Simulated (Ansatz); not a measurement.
A relaxation computed with Ansatz, from input to last step.

```yaml
crystal:
  lattice:
    - [4.0398332032, 0.0, 0.0]
    - [-2.0199166016, 3.498598181, 0.0]
    - [0.0, 0.0, 32.2690444595]
  atoms:
    - { symbol: Ge, position: [0.6666666667, 0.3333333333, 1.0002807758] }
    - { symbol: Ge, position: [0.6666666667, 0.3333333333, 0.5231117924] }
    - { symbol: Ge, position: [0.6666666667, 0.3333333333, 0.7082215375] }
    - { symbol: Ge, position: [0.6666666667, 0.3333333333, 0.2310525541] }
    - { symbol: Ge, position: [0.0, 0.0, 0.615666665] }
    - { symbol: Ge, position: [0.3333333333, 0.6666666667, 0.2082215375] }
    - { symbol: Ge, position: [0.0, 0.0, 0.115666665] }
    - { symbol: Ge, position: [0.6666666667, 0.3333333333, 0.615666665] }
    - { symbol: Ge, position: [0.3333333333, 0.6666666667, 0.7310525541] }
    - { symbol: Ge, position: [0.3333333333, 0.6666666667, 0.115666665] }
    - { symbol: Ge, position: [0.3333333333, 0.6666666667, 0.5002807758] }
    - { symbol: Ge, position: [0.3333333333, 0.6666666667, 1.0231117924] }
basis:
  ecutwfc: 500
kpoints:
  mp_grid: { grid: [12, 12, 2] }
hamiltonian:
  xc: r2scan
scf:
  occupations: { method: gaussian, width: 0.1 }
output:
  forces: true
  stress: true
  eigenvalues: true
relax:
  adjacent_minimum: "off"
  f_tol: 0.01
  max_steps: 60
  cell: { stress_tol: 0.1 }
```

```bash
ansatz run input.yaml --threads 2 --pin off --max-ram 5120MiB --backend cpu --events-out ev --progress --plain --runs-dir out
```

Level of theory: Ansatz 0.2.0, DFT r2SCAN, scalar-relativistic, plane waves, PAW.

Of 6 frames 5 are shown, positions in Å and forces in eV/Å; the SCF threshold varies from step to step. Steps run on the plane waves of an earlier cell, with a Pulay correction in the pressure. The basis is chosen afresh for the last frame, the zero of the energies, and at times for earlier ones too; energy and pressure can step there, also at an unchanged geometry. Where two frames share a geometry here, they differ by under 2 meV/atom and 0.3 GPa.

```xyz
12
Lattice="4.0398 0.0000 0.0000 -2.0199 3.4986 0.0000 0.0000 0.0000 32.2690" Properties=species:S:1:pos:R:3:forces:R:3 pbc="T T T" step=1 free_energy_over_end_meV_per_atom=0.44 pressure_GPa=0.10
Ge    2.0199    1.1662   32.2781    0.0000    0.0000    0.0056
Ge    2.0199    1.1662   16.8803    0.0000    0.0000   -0.0434
Ge    2.0199    1.1662   22.8536    0.0000    0.0000    0.0434
Ge    2.0199    1.1662    7.4558    0.0000    0.0000   -0.0056
Ge    0.0000    0.0000   19.8670    0.0000    0.0000    0.0000
Ge    0.0000    2.3324    6.7191    0.0000    0.0000    0.0434
Ge    0.0000    0.0000    3.7325    0.0000    0.0000    0.0000
Ge    2.0199    1.1662   19.8670    0.0000    0.0000    0.0000
Ge    0.0000    2.3324   23.5904    0.0000    0.0000   -0.0056
Ge    0.0000    2.3324    3.7325    0.0000    0.0000    0.0000
Ge    0.0000    2.3324   16.1436    0.0000    0.0000    0.0056
Ge    0.0000    2.3324   33.0148    0.0000    0.0000   -0.0434
12
Lattice="4.0428 0.0000 0.0000 -2.0214 3.5012 0.0000 0.0000 0.0000 32.3462" Properties=species:S:1:pos:R:3:forces:R:3 pbc="T T T" step=2 free_energy_over_end_meV_per_atom=0.18 pressure_GPa=-0.18
Ge    2.0214    1.1671   32.3047    0.0000    0.0000    0.0404
Ge    2.0214    1.1671   16.8631    0.0000    0.0000   -0.0293
Ge    2.0214    1.1671   22.9659    0.0000    0.0000    0.0293
Ge    2.0214    1.1671    7.5243    0.0000    0.0000   -0.0404
Ge    0.0000    0.0000   19.9145    0.0000    0.0000    0.0000
Ge    0.0000    2.3341    6.7928    0.0000    0.0000    0.0293
Ge    0.0000    0.0000    3.7414    0.0000    0.0000    0.0000
Ge    2.0214    1.1671   19.9145    0.0000    0.0000    0.0000
Ge    0.0000    2.3341   23.6974    0.0000    0.0000   -0.0404
Ge    0.0000    2.3341    3.7414    0.0000    0.0000    0.0000
Ge    0.0000    2.3341   16.1316    0.0000    0.0000    0.0404
Ge    0.0000    2.3341   33.0362    0.0000    0.0000   -0.0293
12
Lattice="4.0419 0.0000 0.0000 -2.0210 3.5004 0.0000 0.0000 0.0000 32.3274" Properties=species:S:1:pos:R:3:forces:R:3 pbc="T T T" step=3 free_energy_over_end_meV_per_atom=0.10 pressure_GPa=-0.10
Ge    2.0210    1.1668   32.2983    0.0000    0.0000    0.0098
Ge    2.0210    1.1668   16.8617    0.0000    0.0000   -0.0106
Ge    2.0210    1.1668   22.9441    0.0000    0.0000    0.0106
Ge    2.0210    1.1668    7.5074    0.0000    0.0000   -0.0098
Ge    0.0000    0.0000   19.9029    0.0000    0.0000    0.0000
Ge    0.0000    2.3336    6.7804    0.0000    0.0000    0.0106
Ge    0.0000    0.0000    3.7392    0.0000    0.0000    0.0000
Ge    2.0210    1.1668   19.9029    0.0000    0.0000    0.0000
Ge    0.0000    2.3336   23.6711    0.0000    0.0000   -0.0098
Ge    0.0000    2.3336    3.7392    0.0000    0.0000    0.0000
Ge    0.0000    2.3336   16.1347    0.0000    0.0000    0.0098
Ge    0.0000    2.3336   33.0254    0.0000    0.0000   -0.0106
12
Lattice="4.0394 0.0000 0.0000 -2.0197 3.4982 0.0000 0.0000 0.0000 32.3254" Properties=species:S:1:pos:R:3:forces:R:3 pbc="T T T" step=4 free_energy_over_end_meV_per_atom=0.05 pressure_GPa=-0.06
Ge    2.0197    1.1661   32.2964    0.0000    0.0000    0.0033
Ge    2.0197    1.1661   16.8600    0.0000    0.0000   -0.0078
Ge    2.0197    1.1661   22.9434    0.0000    0.0000    0.0078
Ge    2.0197    1.1661    7.5069    0.0000    0.0000   -0.0033
Ge    0.0000    0.0000   19.9017    0.0000    0.0000    0.0000
Ge    0.0000    2.3321    6.7807    0.0000    0.0000    0.0078
Ge    0.0000    0.0000    3.7390    0.0000    0.0000    0.0000
Ge    2.0197    1.1661   19.9017    0.0000    0.0000    0.0000
Ge    0.0000    2.3321   23.6696    0.0000    0.0000   -0.0033
Ge    0.0000    2.3321    3.7390    0.0000    0.0000    0.0000
Ge    0.0000    2.3321   16.1337    0.0000    0.0000    0.0033
Ge    0.0000    2.3321   33.0227    0.0000    0.0000   -0.0078
12
Lattice="4.0341 0.0000 0.0000 -2.0170 3.4936 0.0000 0.0000 0.0000 32.3333" Properties=species:S:1:pos:R:3:forces:R:3 pbc="T T T" step=6 free_energy_over_end_meV_per_atom=0.00 pressure_GPa=0.01
Ge    2.0170    1.1645   32.2948    0.0000    0.0000   -0.0015
Ge    2.0170    1.1645   16.8525    0.0000    0.0000   -0.0022
Ge    2.0170    1.1645   22.9606    0.0000    0.0000    0.0022
Ge    2.0170    1.1645    7.5182    0.0000    0.0000    0.0015
Ge    0.0000    0.0000   19.9065    0.0000    0.0000    0.0000
Ge    0.0000    2.3291    6.7939    0.0000    0.0000    0.0022
Ge    0.0000    0.0000    3.7399    0.0000    0.0000    0.0000
Ge    2.0170    1.1645   19.9065    0.0000    0.0000    0.0000
Ge    0.0000    2.3291   23.6848    0.0000    0.0000    0.0015
Ge    0.0000    2.3291    3.7399    0.0000    0.0000    0.0000
Ge    0.0000    2.3291   16.1282    0.0000    0.0000   -0.0015
Ge    0.0000    2.3291   33.0191    0.0000    0.0000   -0.0022
```

Time: 12 min on 2 threads of Arm Neoverse V1, on a shared host, peak memory 2.6 GiB.